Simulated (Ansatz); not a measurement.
Data:

MgTiNO:
```
MgTiNO
1.0
    2.95602     0.00000     0.00000
    0.00000     2.95602     0.00000
    0.00000     0.00000     4.30890
Ti N Mg O
1 1 1 1
Cartesian
  0.00000   0.00000   0.00000
  1.47801   1.47801   0.00000
  1.47801   1.47801   2.15445
  0.00000   0.00000   2.15445
```

This is the PBEsol-relaxed structure. x, y and z are the axes in which the lattice vectors are written.

Problem. All from the program Ansatz at the PBEsol level (PAW), unless another level is named. Estimate the bulk modulus (Birch–Murnaghan fit).

Solution. 214 GPa.

Problem. What about the elastic constants (relaxed ions, GPa)?

Solution. C11 = 455, C12 = 128, C13 = 115, C33 = 346, C44 = 161, C66 = 182.

Problem. Predict the highest zone-centre frequency.

Solution. 547 cm⁻¹.

Space group P4/mmm. The start of the workflow was typed in or built on a structure type; neither database checked (COD, Materials Project) lists it. Whether it is the stable phase at ambient conditions was not checked. Symmetry was held in the PBEsol relaxation; whether a distortion lowers the energy is not shown. The workflow began spin-polarised and lost its moments. The compound may be a true metal, but semilocal functionals without U, or a wrong spin order, can also close a gap. As this level gives no gap, shear constants depend on the k-mesh and smearing (Fermi–Dirac, 0.1 eV here). As this level gives no gap, phonon frequencies hold no LO–TO term and depend on the k-mesh and smearing (Fermi–Dirac, 0.1 eV here). On the denser mesh and wider smearing of the elastic run this cell carries a stress of 0.4 GPa.

Potentials: the later of the program's two PAW sets.
